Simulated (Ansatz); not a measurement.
A geometry of Se away from equilibrium: step 2 of the relaxation of a relaxed Se cell stretched uniformly to 115 % of its volume. Level of theory: PBE (plane waves to 420 eV, PAW, scalar-relativistic; Ansatz, an electronic-structure program). Γ-centred k-mesh 6×6×5 on the run's cell (coarser than for final values), Fermi–Dirac smearing 0.05 eV. The plane waves were selected for a different cell earlier on the path.

```
CELL_PARAMETERS angstrom
      4.60249     0.00000     0.00000
     -2.30124     3.98587     0.00000
      0.00000     0.00000     5.02598
ATOMIC_POSITIONS crystal
  Se 0.20777 0.00000 0.83333
  Se 0.00000 0.20777 0.16667
  Se 0.79223 0.79223 0.50000
```

Task: What forces act on the atoms (eV/Å)?

Result: 
| atom | Fx | Fy | Fz |
|---|---|---|---|
| Se1 | 0.57 | 0.00 | 0.00 |
| Se2 | -0.28 | 0.49 | 0.00 |
| Se3 | -0.28 | -0.49 | 0.00 |

The path ends in P3₁21 (No. 152) (AFLOW prototype A_hP3_152_a (A8, as in Se)). No spin polarisation in the result. No dispersion correction is included, so spacings between layers, chains or molecules are soft and tend to come out too large.

The run could not lose the symmetry of its start.

Without dispersion the volume is uncertain too.
